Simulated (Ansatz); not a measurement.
Single point in Ansatz 0.2.0 with r2SCAN, no spin polarisation. Cutoff 500 eV, PAW datasets, 5×5×5 Γ-centred k mesh, fermi-dirac filling (width 0.1 eV).

Computed maps in the lattice plane spanned by a (left to right, 4.05 Å, 12 points from zero) and b (bottom to top, 5.86 Å, 18 points from zero), 110° apart, at height 0.602 along c. The fields are smooth PAW ones with compensation charges, not the true ones near nuclei.

Valence density. Digits on a logarithmic scale: 0 up to 0.03 e/Å³, each further digit a factor of 1.6, 9 from 1.3 e/Å³ up:
```
321234678765
321246888875
312357888875
212468837874
213578878764
123568888643
123467776432
222345554322
332233332233
643222223456
864211135788
974222357999
974322479999
974333589999
853333689999
632223689998
422223578876
321123567764
```

Problem. The cell is La$_{2}$AsS$_{2}$. Which atoms lie within 0.2 Å of this plane, and where (fractions of a and b)?

Solution. La at (0.81, 0.23), S at (0.59, 0.78). The whole cell:
```xyz
10
Lattice="0.0000 4.0513 0.0000 5.5003 -2.0257 0.0000 -0.0483 2.0257 -11.5600" Properties=species:S:1:pos:R:3 pbc="T T T"
La    3.9980    4.0513   -9.5312
La    1.4541    0.0000   -2.0288
La    1.2135    4.0513   -6.9603
La    4.2386    0.0000   -4.5997
As    4.2031    2.0257  -11.3797
As    1.2489    2.0257   -0.1803
S     0.9819    2.0257   -8.8134
S     4.4702    2.0257   -2.7467
S     4.2562    2.0257   -6.8389
S     1.1959    2.0257   -4.7211
```

Origin: a known structure type with other elements, at an estimated volume, so it need not be a known compound. Caveats: many states at the Fermi level without spin polarisation, so a magnetic state may lie lower; the k mesh is coarse if the cell is a metal; atoms or cell far from equilibrium; f levels without a U or exact exchange are poorly placed.
